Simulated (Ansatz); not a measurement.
One crystal and one scan (energy over volume and axial ratio) at two levels, PBE (plane waves to 420 eV, PAW, scalar-relativistic; Ansatz, a program for electronic structure) and PBEsol (plane waves to 420 eV, PAW, scalar-relativistic; Ansatz), each from its own relaxed cell and on its own mesh. The cell shown is that of PBE.

CdSe (zinc blende)

```
CdSe
1.0
    0.00000     3.09822     3.09822
    3.09822     0.00000     3.09822
    3.09822     3.09822     0.00000
Se Cd
1 1
Cartesian
  4.64734   4.64734   4.64734
  0.00000   0.00000   0.00000
```

Grid over V/V₀ and (c/a)/(c/a)₀, subscript 0 meaning the relaxed cell; the conventional c axis lies along z; no internal relaxation.

E stands for the smeared free energy. CdSe was relaxed with its symmetry unable to fall. The PAW data are Ansatz's earlier set. Percentages come from the unrounded values. Both scans cover V/V₀ from 0.960 to 1.040 and (c/a)/(c/a)₀ from 0.960 to 1.040.

```csv
quantity,PBE,PBEsol,PBE − PBEsol
Lattice constant a (Å),6.196,6.082,+0.114 (+1.9 %)
"Shear modulus C′ = (C11 − C12)/2 (fit, atoms clamped) (GPa)",8.8,8.8,0.0
```

PBE gives the higher value for: lattice constant a. They agree on: shear modulus C′ (within 1.5 %).

(A scan under strain: stresses follow from slopes of the energy per volume, elastic moduli from its curvatures.)
